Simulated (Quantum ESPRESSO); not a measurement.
## Pt2Ti2Zr2ZnAl (input and log of a self-consistent run)

Computed values, not a measurement. The program is pw.x of Quantum ESPRESSO 7.5 (plane-wave density functional theory). The cell is made up: eight metal atoms on a hexagonal close-packed lattice, with elements, volume, strain and displacements drawn at random and not relaxed, so it may be unstable or far from any real phase. PseudoDojo standard norm-conserving files set the functional (PBE unless stated); there is no spin polarisation or spin-orbit coupling, the Fermi-Dirac width of 0.25 eV means electrons at about 2900 K, and the masses in the input are unused placeholders. Heavy elements are run without spin-orbit coupling, which real alloys of them have. A spin test at this wide smearing found no moment, but such smearing suppresses magnetism that the real alloy may have.

Input:

```
&control calculation='scf', pseudo_dir='./dojo.nc.sr.pbe.v0_5.standard.upf', outdir='./o', disk_io='minimal', tprnfor=.true., tstress=.true. /
&system ibrav=0, nat=8, ntyp=5, nbnd=70, ecutwfc=84.00895049, nosym=.true., tot_charge=0,
 occupations='smearing', smearing='fd', degauss=0.0183746611
/
&electrons conv_thr=1.470e-08, electron_maxstep=70, mixing_beta=0.5 /
ATOMIC_SPECIES
Al 1.0 Al.upf
Pt 1.0 Pt.upf
Ti 1.0 Ti.upf
Zn 1.0 Zn.upf
Zr 1.0 Zr.upf
CELL_PARAMETERS angstrom
-0.0007 5.312 -0.0086
3.0063 -0.0082 4.7908
3.0459 0.0074 -4.816
ATOMIC_POSITIONS angstrom
Pt 0.0183 0.0167 0.031
Ti 3.0299 -0.0036 -0.0304
Zr 3.0757 1.7731 -2.3588
Pt 2.987 1.7525 2.3653
Zn 1.5027 2.6627 -0.0013
Zr 4.5049 2.6197 -0.0228
Ti 1.5414 4.387 -2.4113
Al 1.4529 4.4035 2.3646
K_POINTS automatic
5 5 5 1 1 1
```

The log is shortened where brackets say so; the opening notice, blank lines, dates and the lines on written files are dropped, and the path of the files is cut. It prints rydbergs, bohrs and kilobars, and counts compression as positive stress. Its total energy is the free energy E - TS of the whole cell.

```
     Program PWSCF v.7.5
     Parallel version (MPI & OpenMP), running on       4 processor cores
     Number of MPI processes:                 4
     Threads/MPI process:                     1
     [start-up lines left out]
     bravais-lattice index     =            0
     lattice parameter (alat)  =      10.0382  a.u.
     unit-cell volume          =    1042.0969 (a.u.)^3
     number of atoms/cell      =            8
     number of atomic types    =            5
     number of electrons       =       107.00
     number of Kohn-Sham states=           70
     kinetic-energy cutoff     =      84.0090  Ry
     charge density cutoff     =     336.0358  Ry
     scf convergence threshold =      1.5E-08
     mixing beta               =       0.5000
     number of iterations used =            8  plain     mixing
     Exchange-correlation= PBE
                           (   1   4   3   4   0   0   0)
     [axes and pseudopotential details left out]
   Cartesian axes
     site n.     atom                  positions (alat units)
         1        Pt     tau(   1) = (   0.0034450   0.0031438   0.0058358  )
         2        Ti     tau(   2) = (   0.5703870  -0.0006777  -0.0057229  )
         3        Zr     tau(   3) = (   0.5790090   0.3337910  -0.4440506  )
         4        Pt     tau(   4) = (   0.5623110   0.3299130   0.4452743  )
         5        Zn     tau(   5) = (   0.2828874   0.5012606  -0.0002447  )
         6        Zr     tau(   6) = (   0.8480599   0.4931658  -0.0042922  )
         7        Ti     tau(   7) = (   0.2901728   0.8258649  -0.4539339  )
         8        Al     tau(   8) = (   0.2735124   0.8289710   0.4451425  )
     number of k points=    63  Fermi-Dirac smearing, width (Ry)=  0.0184
                       cart. coord. in units 2pi/alat
        k(    1) = (   0.1755566   0.1000247   0.0008861), wk =   0.0320000
        k(    2) = (   0.3506388   0.0998699  -0.1089809), wk =   0.0320000
     [further k points left out]
     Dense  grid:   108469 G-vectors     FFT dimensions: (  60,  64,  64)
     Estimated max dynamical RAM per process >     433.45 MB
     Estimated total dynamical RAM >       1.62 GB
     Initial potential from superposition of free atoms
     starting charge     106.9892, renormalised to     107.0000
     Starting wfcs are   74 randomized atomic wfcs
     total cpu time spent up to now is        6.4 secs
     per-process dynamical memory:   348.3 Mb
     Self-consistent Calculation
     iteration #  1     ecut=    84.01 Ry     beta= 0.50
     Davidson diagonalization with overlap
     ethr =  1.00E-02,  avg # of iterations =  3.1
     total cpu time spent up to now is       21.5 secs
     total energy              =   -1383.87695389 Ry
     estimated scf accuracy    <       2.40280771 Ry
     iteration #  2     ecut=    84.01 Ry     beta= 0.50
     Davidson diagonalization with overlap
     ethr =  2.25E-03,  avg # of iterations =  3.5
     total cpu time spent up to now is       38.2 secs
     total energy              =   -1384.48831733 Ry
     estimated scf accuracy    <       8.93179123 Ry
     iteration #  3     ecut=    84.01 Ry     beta= 0.50
     Davidson diagonalization with overlap
     ethr =  2.25E-03,  avg # of iterations =  2.8
     total cpu time spent up to now is       52.3 secs
     total energy              =   -1385.19273806 Ry
     estimated scf accuracy    <       0.91224463 Ry
     iteration #  4     ecut=    84.01 Ry     beta= 0.50
     Davidson diagonalization with overlap
     ethr =  8.53E-04,  avg # of iterations =  2.0
     total cpu time spent up to now is       64.9 secs
     total energy              =   -1385.23019376 Ry
     estimated scf accuracy    <       0.36758886 Ry
     iteration #  5     ecut=    84.01 Ry     beta= 0.50
     Davidson diagonalization with overlap
     ethr =  3.44E-04,  avg # of iterations =  2.1
     total cpu time spent up to now is       77.8 secs
     total energy              =   -1385.25659809 Ry
     estimated scf accuracy    <       0.08169979 Ry
     [iterations 6 to 11 left out]
     iteration # 12     ecut=    84.01 Ry     beta= 0.50
     Davidson diagonalization with overlap
     ethr =  7.04E-08,  avg # of iterations =  1.0
     total cpu time spent up to now is      182.5 secs
     total energy              =   -1385.27360842 Ry
     estimated scf accuracy    <       0.00000260 Ry
     iteration # 13     ecut=    84.01 Ry     beta= 0.50
     Davidson diagonalization with overlap
     ethr =  2.43E-09,  avg # of iterations =  3.7
     total cpu time spent up to now is      197.2 secs
     total energy              =   -1385.27360890 Ry
     estimated scf accuracy    <       0.00000077 Ry
     iteration # 14     ecut=    84.01 Ry     beta= 0.50
     Davidson diagonalization with overlap
     ethr =  7.20E-10,  avg # of iterations =  2.1
     total cpu time spent up to now is      210.6 secs
     total energy              =   -1385.27360899 Ry
     estimated scf accuracy    <       0.00000031 Ry
     iteration # 15     ecut=    84.01 Ry     beta= 0.50
     Davidson diagonalization with overlap
     ethr =  2.88E-10,  avg # of iterations =  1.2
     total cpu time spent up to now is      222.5 secs
     total energy              =   -1385.27360902 Ry
     estimated scf accuracy    <       0.00000002 Ry
     iteration # 16     ecut=    84.01 Ry     beta= 0.50
     Davidson diagonalization with overlap
     ethr =  1.97E-11,  avg # of iterations =  4.1
     total cpu time spent up to now is      237.1 secs
     End of self-consistent calculation
     [lines on levels left out]
!    total energy              =   -1385.27360902 Ry
     estimated scf accuracy    <       0.00000001 Ry
     smearing contrib. (-TS)   =      -0.12703978 Ry
     internal energy E=F+TS    =   -1385.14656924 Ry
     The total energy is F=E-TS. E is the sum of the following terms:
     one-electron contribution =    -684.15550702 Ry
     hartree contribution      =     379.50879513 Ry
     xc contribution           =    -216.73786746 Ry
     ewald contribution        =    -863.76198989 Ry
     convergence has been achieved in  16 iterations
     Forces acting on atoms (cartesian axes, Ry/au):
     atom    1 type  2   force =    -0.00615069   -0.00470112    0.00355495
     atom    2 type  3   force =    -0.01522337    0.00339415    0.00964592
     atom    3 type  5   force =    -0.01235023   -0.02962721   -0.01991135
     atom    4 type  2   force =     0.00634263   -0.01159450   -0.00689321
     atom    5 type  4   force =     0.00434401   -0.00202683   -0.00491261
     atom    6 type  5   force =     0.02573154    0.00833513    0.01951184
     atom    7 type  3   force =    -0.01736084    0.01863497    0.00774573
     atom    8 type  1   force =     0.01466696    0.01758541   -0.00874127
     Total force =     0.067281     Total SCF correction =     0.000405
     Computing stress (Cartesian axis) and pressure
          total   stress  (Ry/bohr**3)                   (kbar)     P=     -102.83
  -0.00085070   0.00004330   0.00004132         -125.14        6.37        6.08
   0.00004330  -0.00074746  -0.00005436            6.37     -109.96       -8.00
   0.00004132  -0.00005436  -0.00049890            6.08       -8.00      -73.39
     init_run     :      5.87s CPU      6.10s WALL (       1 calls)
     electrons    :    225.17s CPU    230.71s WALL (       1 calls)
     forces       :      2.44s CPU      2.47s WALL (       1 calls)
     stress       :      8.40s CPU      8.40s WALL (       1 calls)
     [timing details left out]
     PWSCF        :   4m 2.15s CPU   4m 8.03s WALL
     JOB DONE.
```

In other units: free energy -18847.608 eV for the cell, pressure -10.28 GPa, largest force component 0.762 eV/Å in size. The run took 250 s of wall time with four MPI processes on a shared machine (Intel Xeon, 2023 or later, virtual cores), so the time is rough. A rerun of this cell at a higher cutoff and on a denser mesh moved values by no more than 0.003 eV in energy, 0.02 GPa in stress and 0.003 eV/Å in force, and a second program with other atomic files agreed on that cell to 2 % rms in force and 0.5 GPa in pressure.